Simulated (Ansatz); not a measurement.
Here is the system:

Ti (hcp, Mg type)

```xyz
2
Lattice="2.9391 0.0000 0.0000 -1.4696 2.5454 0.0000 0.0000 0.0000 4.6501" Properties=species:S:1:pos:R:3 pbc="T T T"
Ti     0.0000     1.6969     3.4876
Ti     1.4696     0.8485     1.1625
```

A phonon eigenvector at Γ is frozen into this cell: atom i moves by Q times the vector below, so Q is the largest atomic displacement, in Å. The cell is held. It is one choice among 2 degenerate patterns.

```json
[
 {"atom": "Ti1", "x": "0.000", "y": "-1.000", "z": "0.000"},
 {"atom": "Ti2", "x": "0.000", "y": "1.000", "z": "0.000"}
]
```

All values below come from PBE (plane waves to 420 eV, PAW, scalar-relativistic; Ansatz, a program for electronic structure). k mesh 18×18×10 (Γ-centred), Fermi-Dirac smearing 0.05 eV. The energy includes the smearing's −TS. With partly filled bands, energies and forces of such displacements shift with the k mesh and the smearing. Ti is run without spin polarisation. Ti was relaxed with its symmetry unable to fall. The zero of ΔE is the undisplaced structure.

The scan covers Q from -0.180 to 0.180 Å in 13 points.

Task: Is this a single well or a double well?

Result: A single well with its minimum at or next to zero displacement.

Task: Which space group does the distorted structure have?

Result: Cmcm (No. 63), lowered from P6_3/mmc.

Task: Is the energy the same for displacements of ±0.180 Å, and if not, which side lies higher?

Result: Not even: the negative side lies higher at ±0.180 Å.

Task: What is the energy change at Q = 0.180 Å?

Result: 81 meV/cell.

Task: What harmonic wavenumber does the curvature at Q = 0 give?

Result: 131 cm⁻¹.

(For displaced atoms, the force is minus the slope of the energy, and its curvature is a force constant, which sets phonon frequencies.)
